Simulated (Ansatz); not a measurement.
**Equation of state of tellurium, simple cubic**

These are results of DFT, LDA (PW92), plane waves (420 eV) with PAW, scalar-relativistic in Ansatz, not measurements. The PAW files were generated under PBE, with cores re-solved for the functional.

The cell is scaled uniformly from the relaxed one, with fractional coordinates and shape fixed. Energies are extrapolated to zero smearing, pressures are those at the given smearing. Magnetic state: spin not included.

```json
{"V (Å³/atom)": "27.052", "E − E₀ (meV/atom)": "107.7", "P (GPa)": "10.59"}
{"V (Å³/atom)": "28.282", "E − E₀ (meV/atom)": "43.8", "P (GPa)": "6.24"}
{"V (Å³/atom)": "29.511", "E − E₀ (meV/atom)": "10.0", "P (GPa)": "2.77"}
{"V (Å³/atom)": "30.741", "E − E₀ (meV/atom)": "0.0", "P (GPa)": "0.01"}
{"V (Å³/atom)": "31.971", "E − E₀ (meV/atom)": "9.0", "P (GPa)": "-2.19"}
{"V (Å³/atom)": "33.200", "E − E₀ (meV/atom)": "33.2", "P (GPa)": "-3.93"}
{"V (Å³/atom)": "34.430", "E − E₀ (meV/atom)": "69.3", "P (GPa)": "-5.30"}
```

(1) Fit a third-order Birch-Murnaghan equation.

Answers

(1) V₀ = 30.73 Å³/atom, B₀ = 62 GPa, B₀′ = 4.7.
